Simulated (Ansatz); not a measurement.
Here is an unrelaxed guess for Zr2SiC.

```
Zr Si C
1.0
     3.12612    0.00000    0.00000
     0.00000    3.12612    0.00000
     0.00000    0.00000    5.82158
Zr Si C
2 1 1
Cartesian
  0.0000 0.0000 1.3145
  0.0000 0.0000 4.5070
  1.5631 1.5631 2.9108
  1.5631 1.5631 0.0000
```

These are results of DFT PBE, scalar-relativistic, plane waves, PAW in Ansatz 0.2.0, not measurements. Settings: cutoff 420 eV, Γ-centred mesh 6×6×4 on the computed 4-atom cell, Gaussian smearing of 0.10 eV; no spin polarisation.

The zero of energy is the elements' standard structures at the same level; no fitted shifts are applied.

Problem. How far from equilibrium is it?

Solution. The pressure is 11.5 GPa (the mean over three directions, positive in compression), the largest force is 0.84 eV/Å, and the energy is +0.15 eV/atom against the elements. The shortest distance is 2.57 Å.

Problem. Is it a good guess?

Solution. A rough one: relaxing gains about 0.28 eV/atom (the start's value is from the coarse mesh, so the gain is rough) in 15 ionic steps and ends at −0.13 eV/atom on the finer mesh. The symmetry stays P4/mmm (No. 123). The volume per atom grows by 6.1 %, from 14.2 to 15.1 Å³. The shortest distance goes from 2.57 Å (Zr–C) to 2.50 Å (Zr–C). The ratio c/a of the conventional cell changes by a factor of 1.28. Conventional cell: a = 2.938 Å, c = 6.994 Å. Around Zr lie 4 C at 2.50 Å, 1 Zr at 2.77 Å, 4 Zr at 2.94 Å and 4 Si at 2.96 Å; around Si lie 4 Si at 2.94 Å, 8 Zr at 2.96 Å and 2 C at 3.50 Å; C is surrounded by 8 Zr at 2.50 Å, 4 C at 2.94 Å and 2 Si at 3.50 Å.

The last run used a 16×16×8 mesh (in the run's order of axes) for its 4-atom cell and Gaussian smearing of 0.10 eV. The reference form of C is held partly by dispersion forces, which this level lacks. The relaxation can't lower the symmetry of the start, and the grade says only how near the guess is to its own end. A structure relaxed within its symmetry needn't be a true minimum.
